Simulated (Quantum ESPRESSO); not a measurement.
One change at a time to AuRu2Ta4Zr

Calculated results; nothing here was measured. They come from Quantum ESPRESSO 7.5, a public plane-wave density functional program. Each row is one single-point run on a made-up periodic cell of eight metal atoms, with elements, volume, strain and displacements drawn at random and not relaxed, so a cell may be unstable or far from any real phase. There is no spin polarisation or spin-orbit coupling.

Settings: PBE unless stated; PseudoDojo standard norm-conserving files; Fermi-Dirac width 0.25 eV, which means electrons at about 2900 K; cutoff 1143 eV; 8 x 5 x 3 k mesh shifted half a step off Gamma. E is the free energy of the whole cell (internal energy minus TS), so a -TS column is already part of it. Stress is positive in tension, and the pressure P is minus a third of its trace.

Checks: one run of this series was repeated at a higher cutoff and on a denser mesh, which moved values by no more than 0.006 eV, 0.08 GPa and 0.008 eV/Å, and a second program with other atomic files agreed on it to 2 % rms in force and 0.5 GPa in pressure. Known limits: heavy elements are run without spin-orbit coupling, which real alloys of them have; a spin test at this wide smearing found no moment, but such smearing suppresses magnetism that the real alloy may have.

The lattice is face-centred cubic, and the cell vectors in Å are (0.000, -2.031, -2.031); (-4.062, 2.031, -2.031); (6.094, 6.094, -4.062), a volume of 134.10 Å³ in run 1. The elements on sites 1 to 8 are Ru Ta Au Zr Ta Ta Ru Ta. Each later run makes one change to run 1 and keeps the rest. E is counted from run 1, and is n/a where other atomic files have another zero of energy.

```
run                           change  V (Å³)  P (GPa)  -TS (eV)  rms force (eV/Å)  largest change of a force component (eV/Å)  E (eV)
  1                             none  134.10    15.31    -1.758             1.147                                       0.000   0.000
  2          sites 1 and 8 exchanged  134.10    15.99    -1.771             1.186                                       1.863  -0.018
  3    all lengths scaled by -1.10 %  129.73    23.78    -1.700             1.299                                       0.360   0.531
  4              LDA in place of PBE  134.10     1.64    -1.770             1.008                                       0.288     n/a
  5                      W on site 3  134.10    14.25    -1.893             1.146                                       0.682     n/a
  6  site 7 moved by +0.08 Å along y  134.10    15.65    -1.747             1.147                                       0.360       ?
```

## Worked estimate

Along the move dE = -F dx. The force on site 7 along y is -0.395 eV/Å in run 1 and -0.755 eV/Å in run 6, and the move is +0.08 Å, so the mean force times the move gives an estimate.

## Withheld value

Question: what E should run 6 give?

The estimate is 0.046 eV. The calculation gave 0.046 eV.
